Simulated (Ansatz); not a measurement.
MgS (rock salt)

```yaml
crystal:
  lattice:
    - [0.00000, 2.60155, 2.60155]
    - [2.60155, 0.00000, 2.60155]
    - [2.60155, 2.60155, 0.00000]
  atoms:
    - { symbol: S, position: [0.00000, 0.00000, 0.00000] }
    - { symbol: Mg, position: [0.50000, 0.50000, 0.50000] }
```

The slice is a {100} plane (indices of the conventional cell) through the point (0.500, 0.500, 0.500) (fractional), spanned by u = [100] and v = [0 1 -1] in vectors of this cell: u (3.68 Å) and v (3.68 Å, at 90° to u). It covers one period; positions are fractions (u, v).

Level of theory: r2SCAN (plane waves to 500 eV, PAW, scalar-relativistic; Ansatz, an electronic-structure program). k mesh 11×11×11. Near the nuclei the fields are pseudised (PAW); where an atom keeps semicore shells as valence, they peak there. MgS was relaxed with its symmetry unable to fall.

### Question
Around which element is the density of the highest valence band (whole band, smooth part) largest on this plane?

### Answer
S. Mean over a disc round each atom, of radius 0.45 times the shortest bond: S 0.201, Mg 0.015 e/Å³.

### Question
Sketch the electron localisation function (ELF) on this plane as a map.

### Answer
```
v \ u  0.00  0.10  0.20  0.30  0.40  0.50  0.60  0.70  0.80  0.90
-----  ----  ----  ----  ----  ----  ----  ----  ----  ----  ----
0.90      x  0.43  0.06  0.16  0.41  0.43  0.41  0.16  0.06  0.43
0.80   0.16  0.06  0.12  0.74  0.81  0.81  0.81  0.74  0.12  0.06
0.70   0.04  0.16  0.74  0.87  0.87  0.84  0.87  0.87  0.74  0.16
0.60   0.09  0.41  0.81  0.87  0.67     x  0.67  0.87  0.81  0.41
0.50   0.09  0.43  0.81  0.84     x     x     x  0.84  0.81  0.43
0.40   0.09  0.41  0.81  0.87  0.67     x  0.67  0.87  0.81  0.41
0.30   0.04  0.16  0.74  0.87  0.87  0.84  0.87  0.87  0.74  0.16
0.20   0.16  0.06  0.12  0.74  0.81  0.81  0.81  0.74  0.12  0.06
0.10      x  0.43  0.06  0.16  0.41  0.43  0.41  0.16  0.06  0.43
0.00      x     x  0.16  0.04  0.09  0.09  0.09  0.04  0.16     x
```

Values: electron localisation function (ELF). Points within 0.5 Å of a nucleus are blanked (x), as the pseudised field means little there.
